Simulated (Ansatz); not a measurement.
SiO₂:
```cif
data_O6Si3
_chemical_formula_sum 'Si3 O6'
_space_group_name_H-M_alt 'P3221'
_space_group_IT_number 154
_space_group_name_Hall 'P 32 2"'
_cell_length_a 4.92009
_cell_length_b 4.92009
_cell_length_c 5.41601
_cell_angle_alpha 90.000
_cell_angle_beta 90.000
_cell_angle_gamma 120.000
loop_
_atom_site_label
_atom_site_type_symbol
_atom_site_symmetry_multiplicity
_atom_site_Wyckoff_symbol
_atom_site_fract_x
_atom_site_fract_y
_atom_site_fract_z
_atom_site_occupancy
Si1 Si 3 a 0.53112 0.53112 0.00000 1
O1 O 6 c 0.26918 0.41312 0.21556 1
```

Relaxed with r²SCAN.

Problem. Tabulate the valence density and the electron localisation function along the shortest Si–O contact (1.61 Å), plane-wave PAW r²SCAN (Ansatz code).

Solution. 

```tsv
distance from Si (Å)	density (e/Å³)	ELF
0.16	0.12	0.33
0.24	0.15	0.23
0.32	0.21	0.20
0.40	0.29	0.26
0.48	0.41	0.39
0.56	0.57	0.56
0.64	0.76	0.71
0.73	0.99	0.80
0.81	1.26	0.84
0.89	1.61	0.86
0.97	2.07	0.85
1.05	2.69	0.83
1.13	3.52	0.79
1.21	4.54	0.71
1.29	5.67	0.60
1.37	6.81	0.45
1.45	7.80	0.32
```

The density is the valence pseudo-density with augmentation charge, so density and ELF within about 1 Å of a nucleus are not all-electron values.

Space group P3_221. The cell was relaxed with r²SCAN under the symmetry of its start; phonons on a q-mesh show no instability.

Potentials: the earlier of the program's two PAW sets.
